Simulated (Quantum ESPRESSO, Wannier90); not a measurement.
## MgSe (rock salt): Wannier90 run

```
begin unit_cell_cart
ang
    0.0000000000    2.7337250000    2.7337250000
    2.7337250000    0.0000000000    2.7337250000
    2.7337250000    2.7337250000    0.0000000000
end unit_cell_cart
begin atoms_frac
Mg   0.0000000000  0.0000000000  0.0000000000
Se   0.5000000000  0.5000000000  0.5000000000
end atoms_frac
```

Cell from Materials Project (mp-10760), symmetrised, no further relaxation. COD (Crystallography Open Database) has an entry of this formula and space group (matched by these alone). Method: PBEsol plane waves in Quantum ESPRESSO 7.5 (PseudoDojo norm-conserving files, 69 Ry, no spin polarisation, no spin-orbit coupling), Bloch states on a 10×10×10 mesh through Γ, Wannier90 4.0.1. Density: 10×10×10 mesh, cold smearing 0.01 Ry. Spin-orbit coupling, left out, would split the p-like bands by a few tenths of an eV.

Bands 11-13 form an isolated set from -4.94 to 0.00 eV relative to the valence-band maximum (on the path) and are turned into 3 Wannier functions by minimising the spread from the start: atomic waves Se 4p.

Problem. Where do the functions sit, how wide are they and what are they made of?

Solution. 
| functions | spread (Å²) | nearest atom, distance (Å) | second atom, distance (Å) | weight on atomic waves |
|---|---|---|---|---|
| 3 | 2.51 | Se 0.00 | Mg 2.73 | Se 4p 89 %, Mg 3s 7 % |

Ω_I = 7.43 Å², Ω_total = 7.52 Å²; the interpolated bands follow pw.x to 2.6 meV rms on the path. Only this start was tried; a symmetric start can stop on a saddle, and mixtures of these functions could lower the total by at most Ω_total − Ω_I.
